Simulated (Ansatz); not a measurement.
The relaxed structure here is a generated cell of Ir: the first start was made by placing the elements on the sites of a structure type, and the end was not matched to a known phase here, so it may be hypothetical. Known forms of Ir include space group No. 225.

A relaxed structure of Ir. Space group Pm-3m (No. 221), simple cubic type. Method: r2SCAN (plane waves to 500 eV, PAW, scalar-relativistic; Ansatz, a quantum-chemistry and plane-wave program).

```cif
data_Ir
_chemical_formula_sum 'Ir1'
_space_group_name_H-M_alt 'P 1'
_space_group_IT_number 1
_cell_length_a 2.55117
_cell_length_b 2.55117
_cell_length_c 2.55117
_cell_angle_alpha 90.000
_cell_angle_beta 90.000
_cell_angle_gamma 90.000
loop_
_space_group_symop_operation_xyz
  'x, y, z'
loop_
_atom_site_label
_atom_site_type_symbol
_atom_site_fract_x
_atom_site_fract_y
_atom_site_fract_z
_atom_site_occupancy
Ir1 Ir 0.00000 0.00000 0.00000 1
```

* **Volume per atom**: 16.60 Å³
* **Density**: 19.22 g/cm³
* **Band gap**: zero (metallic)
* **Shortest distances**: Ir–Ir 2.55 Å
* **k-mesh**: 18×18×18

Band energies at high-symmetry points (eV from the Fermi level; labels of this space group; no spin-orbit coupling), from −5 eV up to 1.1 eV:

```csv
point,energies
Γ,–
X,-1.57 -1.57 -0.76
M,-4.99 -1.02 -1.02
R,–
```

No spin polarisation in the result.

The run could not lose the symmetry of its start: the end is stationary, and may be a saddle point rather than a minimum.
